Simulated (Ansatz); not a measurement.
One crystal and one scan (frozen-phonon scan) at two levels, PBE (plane waves to 420 eV, PAW, scalar-relativistic; Ansatz, a program for electronic structure) and r2SCAN (plane waves to 500 eV, PAW, scalar-relativistic; Ansatz), each from its own relaxed cell and on its own mesh. The cell shown is that of PBE.

Si (diamond)

```
Si
1.0
    0.00000     5.46988     5.46988
    2.73494     2.73494     5.46988
    2.73494     2.73494     0.00000
Si
4
Direct
  0.00000   0.50000   0.50000
  0.50000   0.50000   0.50000
  0.00000   0.75000   0.75000
  0.50000   0.75000   0.75000
```

A phonon eigenvector at X = (0.5, 0.5, 0.0) is frozen into this cell: atom i moves by Q times the vector below, so Q is the largest atomic displacement, in Å. The cell is held. It is one choice among 2 degenerate patterns. (q is in reciprocal vectors of the primitive cell; the cell shown is doubled to hold the pattern.)

```json
[
 {"atom": "Si3", "x": "0.000", "y": "0.000", "z": "-1.000"},
 {"atom": "Si4", "x": "0.000", "y": "0.000", "z": "1.000"}
]
```

Atoms not listed stay in place.

Si was relaxed with its symmetry unable to fall. The PAW data are Ansatz's earlier set. Both scans cover Q from -0.100 to 0.100 Å.

ΔE (meV/cell), each from the undisplaced structure of its own level:

| Q (Å) | PBE | r2SCAN |
|---|---|---|
| -0.100 | 165.1 | 178.3 |
| -0.083 | 114.8 | withheld |
| -0.067 | 73.6 | 79.4 |
| -0.050 | 41.4 | 44.7 |
| -0.033 | 18.4 | 19.9 |
| -0.017 | 4.6 | 5.0 |
| 0.000 | 0.0 | 0.0 |
| 0.017 | 4.6 | 5.0 |
| 0.033 | 18.4 | 19.9 |
| 0.050 | 41.4 | 44.7 |
| 0.067 | 73.6 | 79.4 |
| 0.083 | 114.8 | withheld |
| 0.100 | 165.1 | 178.3 |

Question: Estimate the r2SCAN value at -0.083 from the PBE value there and the ratio of the two levels in the two nearest given rows on that side of the minimum.

Answer: At -0.067 and -0.100 the ratio r2SCAN/PBE averages 1.079, which gives 1.079 × 114.8 = 123.9 meV/cell. The calculation gives 124.0 meV/cell, +8.0 % against PBE.

(For displaced atoms, the force is minus the slope of the energy, and its curvature is a force constant, which sets phonon frequencies.)
